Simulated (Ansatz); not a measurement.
# What DFT gives for ZrNi$_{2}$

```
Ni Zr
1.0
     0.00000    3.49146    3.49146
     3.49146    0.00000    3.49146
     3.49146    3.49146    0.00000
Ni Zr
4 2
Direct
  0.62500 0.62500 0.62500
  0.12500 0.62500 0.62500
  0.62500 0.62500 0.12500
  0.62500 0.12500 0.62500
  0.00000 0.00000 0.00000
  0.25000 0.25000 0.25000
```

Single point in Ansatz 0.2.0 with r2SCAN, no spin polarisation. Cutoff 500 eV, PAW datasets, 8×8×8 Γ-centred k mesh, fermi-dirac filling (width 0.0244 eV).

**Formation energy.** -0.39 eV an atom against the elements' usual phases (free molecules for gases, crystals otherwise, with no correction for O₂ or N₂), so it is bound against them; other compounds may still compete. Relaxing would lower it.
**Contacts.** Ni–Ni at 2.47 Å: least valence density 0.34 e/Å³ and ELF 0.28 there. Ni–Zr at 2.90 Å: least valence density 0.22 e/Å³ and ELF 0.24 there. Zr–Zr at 3.02 Å: least valence density 0.17 e/Å³ and ELF 0.10 there. Both are smooth PAW fields, read partly inside the augmentation spheres.
**Charges.** Bader charges in e: Zr +1.44, Ni -0.72. In the mean Zr gives up most and Ni takes most.
**Electronic structure.** It is a metal, with about 5.1 states/eV a cell as the mean within 0.25 eV of the Fermi level, mostly Ni d (46 %) and Zr d (39 %).
**Stress.** The pressure is -5.0 GPa (compression positive), so with the atoms held at these fractions the cell would first shrink.

Origin: a database entry at a rescaled volume. Caveats: no spin polarisation, so a magnetic state may lie lower.
